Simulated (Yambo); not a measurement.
Yambo run on AgCl (rock salt, space group Fm-3m, No. 225) under isotropic strain of -3 % on all lattice vectors. The wavefunctions come from this Quantum ESPRESSO step (PBEsol, PseudoDojo standard norm-conserving files, scalar-relativistic):

```
&CONTROL
  calculation = 'nscf'
  pseudo_dir = './pseudo'
  outdir = './out'
/
&SYSTEM
  ibrav = 0
  nat = 2
  ntyp = 2
  ecutwfc = 82.0
  ecutrho = 328.0
  occupations = 'fixed'
  force_symmorphic = .true.
  nbnd = 102
/
&ELECTRONS
  conv_thr = 2e-09
  diago_full_acc = .true.
  diago_thr_init = 1e-08
/
ATOMIC_SPECIES
Cl 35.4500 Cl.upf
Ag 107.8682 Ag.upf
CELL_PARAMETERS angstrom
  0.000000000000   2.642093070147   2.642093070147
  2.642093070147   0.000000000000   2.642093070147
  2.642093070147   2.642093070147   0.000000000000
ATOMIC_POSITIONS crystal
Cl   0.499999858579   0.499999858579   0.499999858579
Ag   0.999999858579   0.999999858579   0.999999858579
K_POINTS automatic
4 4 4 0 0 0
```

Yambo input:

```
rim_cut
gw0
dyson
el_el_corr
HF_and_locXC
ppa
em1d
RandQpts= 1000000
RandGvec= 1 Ry
EXXRLvcs= 82 Ry
VXCRLvcs= 328 Ry
Chimod= "HARTREE"
% BndsRnXp
 5 | 100 |
%
NGsBlkXp= 10 Ry
% LongDrXp
 1.0 | 1.0 | 1.0 |
%
PPAPntXp= 27.2114 eV
% GbndRnge
 1 | 100 |
%
GTermKind= "BG"
DysSolver= "n"
ExtendOut
% QPkrange
 1 | 1 | 13 | 14 |
 3 | 3 | 13 | 14 |
 8 | 8 | 13 | 14 |
%
```

k points by index: 1 = Γ, 3 = L, 8 = W.

Table of the .qp output:

```
#    K-point    Band    Eo [eV]    E [eV]    E-Eo [eV]    Vxc [eV]    Vnlxc [eV]    Sc|Eo [eV]    Sc|E [eV]    dSc/dw|Eo [eV]    Re(Z)    Im(Z)
#
    1    13    -2.954156    -4.126261    -1.172105    -14.68551    -18.94779    2.784117    3.090175    -7.105012    0.792955    -0.783949E-3
    1    14    0.749279    1.177097    0.427818    -11.86544    -7.346963    -4.002425    -4.090664    -5.611405    0.829038    -0.976486E-3
    3    13    0.000000    -1.062360    -1.062360    -21.68445    -26.54298    3.533772    3.796167    -6.720367    0.801943    -0.001110
    3    14    3.584332    3.955885    0.371553    -10.09797    -5.586023    -4.067764    -4.140398    -5.318193    0.836511    -0.978176E-3
    8    13    -1.617165    -2.640311    -1.023146    -21.30619    -26.48775    3.900881    4.158420    -6.848029    0.798934    -0.002033
    8    14    4.288944    4.876850    0.587906    -14.37680    -9.499549    -4.159949    -4.289341    -5.988309    0.819627    -0.768359E-3
```
(The two width columns are left out.) Convergence of these settings isn't established.

Spin-orbit coupling is not included.

Geometry strained from the cell relaxed with PBEsol, atoms relaxed again.
